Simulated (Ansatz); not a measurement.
The relaxed structure here is a generated cell of SnO: the first start was made by placing the elements on the sites of a structure type, and the end was not matched to a known phase here, so it may be hypothetical. Known forms of SnO include space group No. 129.

A relaxed cell of SnO (P6₃/mmc (No. 194)), relaxed on a k-mesh at least as fine as the one used below. Computed with PBEsol (plane waves to 420 eV, PAW, scalar-relativistic; Ansatz, an electronic-structure program). Γ-centred k-mesh 4×8×4 on the run's cell (coarser than for final values), Fermi–Dirac smearing 0.05 eV.

```xyz
8
Lattice="6.7396 0.0000 0.0000 -1.6849 2.9183 0.0000 0.0000 0.0000 6.4429" Properties=species:S:1:pos:R:3 pbc="T T T"
Sn     0.0000     0.0000     0.0000
Sn     3.3698     0.0000     0.0000
Sn     0.0000     0.0000     3.2214
Sn     3.3698     0.0000     3.2214
O      0.0000     1.9456     1.6107
O      3.3698     1.9456     1.6107
O      1.6849     0.9728     4.8322
O      5.0547     0.9728     4.8322
```

The atoms are displaced by (Å):

```json
[
 {"atom": "Sn1", "ux": "-0.018", "uy": "-0.103", "uz": "0.092"},
 {"atom": "Sn2", "ux": "-0.024", "uy": "0.022", "uz": "-0.023"},
 {"atom": "Sn3", "ux": "-0.054", "uy": "-0.041", "uz": "0.056"},
 {"atom": "Sn4", "ux": "0.134", "uy": "-0.049", "uz": "0.073"},
 {"atom": "O5", "ux": "0.040", "uy": "-0.044", "uz": "0.049"},
 {"atom": "O6", "ux": "-0.032", "uy": "-0.044", "uz": "-0.096"},
 {"atom": "O7", "ux": "-0.031", "uy": "-0.034", "uz": "-0.058"},
 {"atom": "O8", "ux": "0.012", "uy": "-0.135", "uz": "0.046"}
]
```

### Question
What forces (eV/Å) and pressure result?

### Answer
```csv
atom,Fx,Fy,Fz
Sn1,0.28,0.31,0.33
Sn2,-0.38,-0.30,0.65
Sn3,0.75,0.42,0.05
Sn4,-0.64,-0.42,-0.24
O5,-0.17,-0.29,0.16
O6,0.10,0.18,-0.55
O7,0.03,0.09,-0.66
O8,0.03,0.02,0.25
```

Pressure +0.5 GPa.

The undisplaced cell is probably no minimum: from this displacement the run went on to P2₁/m (No. 11), 0.44 eV/atom below it.

No spin polarisation in the result.
